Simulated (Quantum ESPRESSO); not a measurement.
Band energies of GeTe monolayer

```xyz
2
Lattice="3.8789 0.0000 0.0000 -1.9395 3.3592 0.0000 0.0000 0.0000 14.4000" Properties=species:S:1:pos:R:3 pbc="T T T"
Ge     0.0000     2.2395     0.7762
Te     0.0000     0.0000    -0.7762
```

PBE (stringent potentials; pw.x of Quantum ESPRESSO, ONCV potentials, without SOC); path ΓMKΓ; energies in eV from the valence-band maximum.

| k (1/Å) | point | band 19 | band 20 | band 21 | band 22 | band 23 | band 24 | band 25 | band 26 |
|---|---|---|---|---|---|---|---|---|---|
| 0.00 | Γ | -12.27 | -6.32 | -0.52 | 0.00 | 0.00 | 2.12 | 3.53 | 3.53 |
| 0.10 |  | -12.23 | -6.31 | -0.59 | -0.27 | -0.08 | 2.38 | 3.46 | 3.60 |
| 0.21 |  | -12.13 | -6.29 | -1.16 | -0.37 | -0.28 | 2.54 | 3.57 | 3.79 |
| 0.31 |  | -11.97 | -6.28 | -1.89 | -0.54 | -0.35 | 2.27 | 3.96 | 4.00 |
| 0.42 |  | -11.75 | -6.33 | -2.53 | -0.82 | -0.35 | 1.94 | 4.14 | 4.16 |
| 0.52 |  | -11.48 | -6.48 | -2.98 | -1.07 | -0.46 | 1.75 | 3.97 | 4.25 |
| 0.62 |  | -11.17 | -6.76 | -3.18 | -1.29 | -0.70 | 1.73 | 3.64 | 4.27 |
| 0.73 |  | -10.87 | -7.11 | -3.18 | -1.45 | -1.01 | 1.85 | 3.31 | 4.26 |
| 0.83 |  | -10.63 | -7.40 | -3.09 | -1.55 | -1.29 | 2.01 | 3.06 | 4.24 |
| 0.94 | M | -10.54 | -7.52 | -3.03 | -1.58 | -1.41 | 2.09 | 2.96 | 4.24 |
| 1.04 |  | -10.51 | -7.52 | -3.04 | -1.82 | -1.34 | 2.37 | 2.94 | 4.11 |
| 1.15 |  | -10.44 | -7.52 | -3.14 | -2.16 | -1.31 | 2.62 | 3.20 | 3.91 |
| 1.26 |  | -10.34 | -7.54 | -3.39 | -2.26 | -1.31 | 2.34 | 3.82 | 3.94 |
| 1.37 |  | -10.24 | -7.58 | -3.65 | -2.17 | -1.38 | 2.06 | 4.01 | 4.26 |
| 1.48 | K | -10.19 | -7.60 | -3.75 | -2.09 | -1.44 | 1.95 | 4.21 | 4.22 |
| 1.57 |  | -10.24 | -7.56 | -3.67 | -2.20 | -1.34 | 2.03 | 3.93 | 4.40 |
| 1.67 |  | -10.41 | -7.41 | -3.44 | -2.44 | -1.11 | 2.26 | 3.56 | 4.54 |
| 1.77 |  | -10.66 | -7.17 | -3.10 | -2.68 | -0.84 | 2.56 | 3.22 | 4.58 |
| 1.87 |  | -10.96 | -6.88 | -2.89 | -2.62 | -0.59 | 2.74 | 3.10 | 4.54 |
| 1.97 |  | -11.27 | -6.61 | -2.88 | -2.14 | -0.41 | 2.63 | 3.33 | 4.47 |
| 2.06 |  | -11.55 | -6.41 | -2.69 | -1.62 | -0.32 | 2.56 | 3.48 | 4.46 |
| 2.16 |  | -11.80 | -6.31 | -2.29 | -1.10 | -0.30 | 2.59 | 3.47 | 4.43 |
| 2.26 |  | -12.00 | -6.28 | -1.72 | -0.64 | -0.33 | 2.66 | 3.39 | 4.21 |
| 2.36 |  | -12.15 | -6.29 | -1.06 | -0.37 | -0.28 | 2.65 | 3.36 | 3.86 |
| 2.46 |  | -12.24 | -6.31 | -0.57 | -0.25 | -0.07 | 2.36 | 3.46 | 3.60 |
| 2.56 | Γ | -12.27 | -6.32 | -0.52 | 0.00 | 0.00 | 2.12 | 3.53 | 3.53 |

The PBE gap is indirect, 1.73 eV, from Γ to 67 % of the way from Γ to M; the smallest direct gap is 2.12 eV.

Without spin-orbit coupling, band edges of such heavy elements can be off by tenths of an eV.

Geometry relaxed with PBEsol.

This is a model layer cut from the bulk structure; whether it is stable on its own was not checked.
